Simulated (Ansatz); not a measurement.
This cell of TiO2 (rutile) is off equilibrium:

```
CELL_PARAMETERS angstrom
      4.51351     0.00000     0.00000
      0.00000     4.51351     0.00000
      0.00000     0.00000     2.90023
ATOMIC_POSITIONS crystal
  Ti 0.00000 0.00000 0.00000
  Ti 0.50000 0.50000 0.50000
  O  0.30282 0.30282 0.00000
  O  0.80282 0.19718 0.50000
  O  0.19718 0.80282 0.50000
  O  0.69718 0.69718 0.00000
```

The numbers are results of r2SCAN (plane waves to 500 eV, PAW, scalar-relativistic; Ansatz, a quantum-chemistry and plane-wave program), not measurements. k mesh 7×7×11 (Γ-centred), Fermi-Dirac smearing 0.05 eV. E stands for the smeared free energy. Stress and pressure are positive under compression. TiO2 is run without spin polarisation. TiO2 was relaxed with its symmetry unable to fall.

Task: Give the stress tensor in GPa and the pressure.

Result: 
```
   13.7      0.0      0.0
    0.0     13.7      0.0
    0.0      0.0     17.2
```
The pressure, a third of the trace, is 14.9 GPa.

Task: It is the relaxed cell scaled evenly to V/V₀ = 0.947, atoms relaxed where free. What is its energy relative to the relaxed cell?

Result: 24.5 meV/atom.

(A scan under strain: stresses follow from slopes of the energy per volume, elastic moduli from its curvatures.)
